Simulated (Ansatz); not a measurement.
SnS:
```
CELL_PARAMETERS angstrom
      1.84034    -5.44827     0.00000
      1.84034     5.44827     0.00000
      0.00000     0.00000     5.57223
ATOMIC_POSITIONS crystal
  Sn 0.14276 0.85724 0.75000
  Sn 0.85724 0.14276 0.25000
  S  0.80686 0.19314 0.75000
  S  0.19314 0.80686 0.25000
```

Cartesian axes are those of the cell as given.

### Question
Give the high-frequency dielectric tensor and the Born effective charge tensors of the independent atoms from DFPT, the program Ansatz at the LDA level (PAW).

### Answer

ε∞:
```
7.76  0.00  0.00
0.00  7.45  0.00
0.00  0.00  13.9
```
Z* of atom 1 (Sn), rows: field, columns: displacement, in e:
```
2.49  0.00  0.00
0.00  1.48  0.00
0.00  0.00  4.57
```
Z* of atom 3 (S), rows: field, columns: displacement, in e:
```
-2.49   0.00   0.00
 0.00  -1.48   0.00
 0.00   0.00  -4.57
```

Static charges for comparison (Bader): Sn1 +0.90, S3 -0.90 e. Born charges measure polarisation by displacement and can exceed these by far.

Space group Cmcm. The workflow started from a Materials Project entry (that database holds measured and hypothetical structures alike); the Crystallography Open Database files this formula in space group No. 63, but the cells were not matched. It is not the phase usual at ambient conditions (space group No. 62). Symmetry was held in the LDA relaxation; whether a distortion lowers the energy is not shown. A crystal of weakly bound layers computed without a dispersion correction: the cell and the soft elastic constants depend strongly on that. Scalar-relativistic: spin–orbit coupling is off unless named, which matters more the heavier the elements.

Potentials: the later of the program's two PAW sets.
